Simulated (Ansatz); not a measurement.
**MnHg (Pm-3m): the held moment from field and pressure**

```
Mn Hg
1.0
     3.31500    0.00000    0.00000
     0.00000    3.31500    0.00000
     0.00000    0.00000    3.31500
Mn Hg
1 1
Direct
  0.50000 0.50000 0.50000
  0.00000 0.00000 0.00000
```

Geometry: a structure as deposited in COD; nothing is relaxed.

Functional, mesh and filling: PBE, 10×10×10 k mesh, Fermi–Dirac smearing of 0.1 eV. PAW means Ansatz 0.2.0 on its default frozen-core files. Site moments are integrated in spheres about the atoms. Start moments (μB): Mn1 4.

The free run ends with 3.89 μB per cell. Further runs hold the cell's moment M by two Fermi levels; B is half their difference over μB, positive where the field raises M. Some of them:

| M (μB/cell) | B (T) | ΔF over the free run (meV/cell) | pressure (GPa) |
| --- | --- | --- | --- |
| 1.55 | -8195 | 962.0 | -11.4 |
| 3.50 | -4098 | 50.3 | -2.4 |
| 4.47 | 9282 | 148.0 | 4.8 |

Question: Another run of the series gave B (T) = -6941, ΔF over the free run (meV/cell) = 176.8, pressure (GPa) = -4.9. Which moment was held?
A. 0.78
B. 3.11
C. 2.33
D. 5.05

Answer: B. M (μB/cell) = 3.11.

Question: Another run of the series gave B (T) = -5129, ΔF over the free run (meV/cell) = 1267.4, pressure (GPa) = -13.3. Which moment was held?
A. 2.33
B. 5.05
C. 0.78
D. 3.11

Answer: C. M (μB/cell) = 0.78.

The whole series:

```tsv
M (μB/cell)	B (T)	ΔF over the free run (meV/cell)	pressure (GPa)
0.78	-5129	1267.4	-13.3
1.55	-8195	962.0	-11.4
2.33	-9508	557.4	-8.9
3.11	-6941	176.8	-4.9
3.50	-4098	50.3	-2.4
4.47	9282	148.0	4.8
5.05	20022	658.8	10.7
```

The Ansatz runs typed with the search for lower states off end where their start leads. Spin–orbit coupling is left out although heavy atoms are present. The magnetic state is the one that this cell and start allow. It needn't be the compound's measured order, which may need a larger cell or be absent.
